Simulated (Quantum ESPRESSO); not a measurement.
```
CELL_PARAMETERS angstrom
      3.91270     0.00000     0.00000
      0.00000     3.91270     0.00000
      0.00000     0.00000     3.91270
ATOMIC_POSITIONS crystal
  O  0.50000 0.00000 0.50000
  O  0.00000 0.50000 0.50000
  O  0.50000 0.50000 0.00000
  Ti 0.50000 0.50000 0.50000
  Sr 0.00000 0.00000 0.00000
```

The geometry is that of Materials Project entry mp-5229, symmetrised and not relaxed again.

### Question
What does LDA (Quantum ESPRESSO, PseudoDojo norm-conserving, 84 Ry, scalar-relativistic) give for the electronic structure near the Fermi level?

### Answer
The LDA gap is indirect, 1.80 eV, from R to Γ; the smallest direct gap is 2.16 eV. The cell is held in this high symmetry; tilts and polar distortions were not searched.
